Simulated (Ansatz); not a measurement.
Be2C (fluorite or antifluorite type, Fm-3m), LDA (plane waves, PAW; program Ansatz): ε∞ = 6.84, cell volume 19.43 Å³. Infrared-active transverse modes:

```json
[
 {"ω_TO (cm⁻¹)": "674.9", "oscillator strength S_xx (e²/amu)": "1.282"}
]
```

Compute the static dielectric constant.

Each mode adds (4.921e7/V) S/ω²: 7.13. So ε0 = 14.0.

What LO frequency does the Lyddane–Sachs–Teller relation give?

ω_LO = ω_TO √(ε0/ε∞) = 965 cm⁻¹.

Symmetry was held in the LDA relaxation.

Potentials: the earlier of the program's two PAW sets. The files were generated under PBE; for other functionals the program regenerates the frozen cores, and for LDA and PBEsol the local potential too.
